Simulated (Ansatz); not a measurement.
**LiTaO$_{2}$: which magnetic state is lowest?**

These are results of DFT PBE+U, scalar-relativistic, plane waves, PAW (Ansatz), not measurements.

```cif
data_structure
_symmetry_space_group_name_H-M 'P 1'
_symmetry_Int_Tables_number 1
_cell_length_a 5.6721
_cell_length_b 5.6721
_cell_length_c 5.6721
_cell_angle_alpha 29.332
_cell_angle_beta 29.332
_cell_angle_gamma 29.332
_cell_volume 38.75
loop_
_atom_site_label
_atom_site_type_symbol
_atom_site_fract_x
_atom_site_fract_y
_atom_site_fract_z
_atom_site_occupancy
Li1 Li 0.00000 0.00000 0.00000 1
Ta1 Ta 0.50000 0.50000 0.50000 1
O1 O 0.25336 0.25336 0.25336 1
O2 O 0.74664 0.74664 0.74664 1
```

| Quantity | Value |
| --- | --- |
| plane-wave cutoff | 420 eV |
| Γ-centred k-mesh | 18×18×18 |
| occupation rule | Gaussian smearing, 0.05 eV |
| U_eff on Löwdin-orthogonalised atomic d orbitals | Ta 4 eV |
| list of starting moments (μB, in atom order) | 0 2.5 0 0 |
| check for lower electronic states after the SCF | on |

All runs keep this geometry, which isn't relaxed for the lowest state (largest force there 0.110 eV/Å, pressure 2.1 GPa) and needn't be a stable compound; relaxing each order can shift differences of a few meV. Site moments are spin moments in atom-centred spheres that scale with the neighbour distance. The states are those that the runs reached from these starts; a lower one can exist. No antiferromagnetic start is among these.

| start | ends | energy above lowest (meV/atom) | site moments (μB) | gap on mesh (eV) | P (GPa) |
| --- | --- | --- | --- | --- | --- |
| no spin | non-magnetic | 0.00 | none over 0.05 | metal | 2.1 |
| large parallel starting moments | non-magnetic | 0.00 | none over 0.05 | metal | 2.1 |

Cost: 2 runs of about 6.1 core-minutes in all, on Intel Xeon Processor @ 2.70GHz (shared hosts).